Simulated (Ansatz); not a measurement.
Input:

Relaxed SiC (wurtzite):

```
SiC
1.0
    6.18384     0.00000     0.00000
   -1.54596     2.67768     0.00000
    0.00000     0.00000     5.07421
Si C
4 4
Direct
  0.33333   0.33333   0.00052
  0.83333   0.33333   0.00052
  0.16667   0.66667   0.50052
  0.66667   0.66667   0.50052
  0.33333   0.33333   0.62468
  0.83333   0.33333   0.62468
  0.16667   0.66667   0.12468
  0.66667   0.66667   0.12468
```

The atoms are displaced by Q × the pattern below (from a DFPT mode at M = (0.5, 0.0, 0.0), largest move 1; Q in Å), at fixed cell. (q is in reciprocal vectors of the primitive cell; the cell shown is doubled to hold the pattern.)

```tsv
atom	x	y	z
Si1	0.041	0.023	-0.999
Si2	-0.041	-0.023	0.999
Si3	-0.041	-0.023	-0.999
Si4	0.041	0.023	0.999
C5	-0.156	-0.090	-0.652
C6	0.156	0.090	0.652
C7	0.156	0.090	-0.652
C8	-0.156	-0.090	0.652
```

Level of theory: PBE (plane waves to 420 eV, PAW, scalar-relativistic; Ansatz, a program for electronic structure). k mesh 6×12×7 (Γ-centred), Fermi-Dirac smearing 0.05 eV. Energies are smeared free energies. SiC was relaxed with its symmetry unable to fall. The PAW data are Ansatz's earlier set. ΔE is measured from the undisplaced structure.

The scan covers Q from -0.180 to 0.180 Å in 13 points.

Task: Is this a single well or a double well?

Result: A single well with its minimum at or next to zero displacement.

Task: Which space group does the distorted structure have?

Result: Pmn2_1 (No. 31), lowered from P6_3mc.

Task: What is the energy change at Q = 0.180 Å?

Result: 898 meV/cell.

Task: What harmonic wavenumber does the curvature at Q = 0 give?

Result: 337 cm⁻¹.

(For displaced atoms, the force is minus the slope of the energy, and its curvature is a force constant, which sets phonon frequencies.)
